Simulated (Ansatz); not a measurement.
Input and command of a plane-wave DFT calculation in Ansatz:

```yaml
crystal:
  lattice:
    - [-1.8174708388, 1.8174708388, 4.1916950316]
    - [1.8174708388, -1.8174708388, 4.1916950316]
    - [1.8174708388, 1.8174708388, -4.1916950316]
  atoms:
    - { symbol: Ti, position: [0.0, 0.0, 0.0] }
    - { symbol: Ga, position: [0.5, 0.5, 0.0] }
    - { symbol: Ga, position: [0.75, 0.25, 0.5] }
    - { symbol: Ga, position: [0.25, 0.75, 0.5] }
basis:
  ecutwfc: 420
kpoints:
  mp_grid: { grid: [16, 16, 16] }
hamiltonian:
  xc: pbesol
scf:
  occupations: { method: gaussian, width: 0.1 }
output:
  forces: true
  stress: true
  eigenvalues: true
relax:
  adjacent_minimum: "off"
  f_tol: 0.01
  max_steps: 30
  cell: { stress_tol: 0.1, fix: [volume] }
```

```bash
ansatz run input.yaml --threads 1 --pin off --max-ram 2560MiB --backend cpu --events-out ev --progress --plain --runs-dir out
```

Processor: Arm Neoverse V2, 1 thread, on a host shared with other jobs.

Question: Estimate time, memory and problem size.

Answer: About 94 s on 1 thread of Arm Neoverse V2, with other jobs on the host, peak memory 0.73 GiB. It solves 31 bands at 349 k points (the mesh reduced by symmetry) with about 1065 plane waves, in 20 SCF iterations over 3 ionic steps.
